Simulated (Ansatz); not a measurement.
The relaxed structure here is a generated cell of MoRu: the first start was made by placing the elements on the sites of a structure type, and the end was not matched to a known phase here, so it may be hypothetical.

A relaxed cell of MoRu (P6₃/mmc (No. 194)), relaxed on a k-mesh at least as fine as the one used below. The numbers are results of PBE (plane waves to 420 eV, PAW, scalar-relativistic; Ansatz, a program for electronic structure), not measurements. Γ-centred k-mesh 9×9×7 on the run's cell (coarser than for final values), Fermi–Dirac smearing 0.05 eV.

```xyz
4
Lattice="4.3262 0.0000 0.0000 -2.1631 3.7466 0.0000 0.0000 0.0000 4.9066" Properties=species:S:1:pos:R:3 pbc="T T T"
Ru     0.0000     2.4977     1.2267
Ru     2.1631     1.2489     3.6800
Mo     0.0000     2.4977     3.6800
Mo     2.1631     1.2489     1.2267
```

The atoms are displaced along an unstable phonon of this cell by (Å):

| atom | ux | uy | uz |
|---|---|---|---|
| Ru1 | 0.000 | 0.000 | -0.101 |
| Ru2 | 0.000 | 0.000 | 0.101 |
| Mo3 | 0.000 | 0.000 | -0.150 |
| Mo4 | 0.000 | 0.000 | 0.150 |

Question: What forces (eV/Å) and pressure result?

Answer: 
```tsv
atom	Fx	Fy	Fz
Ru1	0.00	0.00	-0.98
Ru2	0.00	0.00	0.98
Mo3	0.00	0.00	-1.29
Mo4	0.00	0.00	1.29
```

Pressure -1.1 GPa.

Question: Estimate the energy cost of the displacement in the harmonic approximation and compare with the calculation.

Answer: For a harmonic well ΔE = −½ Σ F·u = -0.292 eV a cell, or -73 meV/atom. The calculated energy relative to the undisplaced cell is -0.08 eV/atom, so the harmonic estimate holds well.

The undisplaced cell is probably no minimum: from this displacement the run went on to P-3m1 (No. 164), 0.41 eV/atom below it.

No spin polarisation in the result.
